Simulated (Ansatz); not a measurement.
## Computed properties of SnAu$_{5}$

SnAu5:
```
SnAu5
1.0
    2.57294     1.48549     4.81049
   -2.57294     1.48549     4.81049
    0.00000    -2.97098     4.81049
Sn Au
1 5
Cartesian
  0.00000   0.00000   0.00000
  0.00000   0.00000   9.66740
  0.00000   0.00000   4.76406
  0.84425  -1.46228   7.21573
  0.84425   1.46228   7.21573
 -1.68850   0.00000   7.21573
```

Space group R32 (No. 155); conventional cell a = 5.146 Å, b = 5.146 Å, c = 14.431 Å, α = 90.00°, β = 90.00°, γ = 120.00°.

Method: DFT-r²SCAN in the program Ansatz with PAW potentials. Structure relaxed to zero pressure with the same functional. Other levels are named where they apply.

**Cell and energy**

| Quantity | Result |
|---|---|
| Volume per atom | 18.39 Å³ |
| Density | 16.61 g/cm³ |
| Formation energy from the elements (no fitted shifts) | -0.011 eV/atom |

**Electronic structure**

| Quantity | Result |
|---|---|
| Electronic character | metallic (no gap) |
| Density of states at the Fermi level | 0.29 states/eV per atom (mean over ±0.08 eV) |
| Gap with spin–orbit coupling | none (metallic) |

**Mechanics**

| Item | Result |
|---|---|
| Bulk modulus (Birch–Murnaghan fit) | 130 GPa |
| Pressure derivative B′ | 6.1 |

**Charges**

| Quantity | Value |
|---|---|
| Bader charges | Sn +0.88, Au -0.22 to -0.15 e |

The workflow started from a Materials Project entry (that database holds measured and hypothetical structures alike); the Crystallography Open Database files this formula in space group No. 155, but the cells were not matched. Its standing as an ambient phase is unchecked. Symmetry was held in the r²SCAN relaxation; whether a distortion lowers the energy is not shown. Axis ratios of metals converge slowly with the k-mesh, so a and c are less sure than the volume. The references are the lowest solids computed at this level, not always the standard phases. Scalar-relativistic: spin–orbit coupling is off unless named, which matters more the heavier the elements.

Potentials: the later of the program's two PAW sets.
